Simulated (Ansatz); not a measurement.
Consider the following.

NaF:
```xyz
2
Lattice="0.0000 2.3144 2.3144 2.3144 0.0000 2.3144 2.3144 2.3144 0.0000" Properties=species:S:1:pos:R:3 pbc="T T T"
Na     0.0000     0.0000     0.0000
F      2.3144     2.3144     2.3144
```

This is the PBEsol-relaxed structure.

### Question
All from PBEsol in the plane-wave PAW code Ansatz, unless another level is named. Predict the Hill bulk and shear moduli.

### Answer
48.6 and 31.7 GPa.

### Question
Give the zero-point energy.

### Answer
40.6 meV/atom.

Space group Fm-3m (rock salt). Symmetry was held in the PBEsol relaxation; phonons on a q-mesh show no instability.

Potentials: the later of the program's two PAW sets.
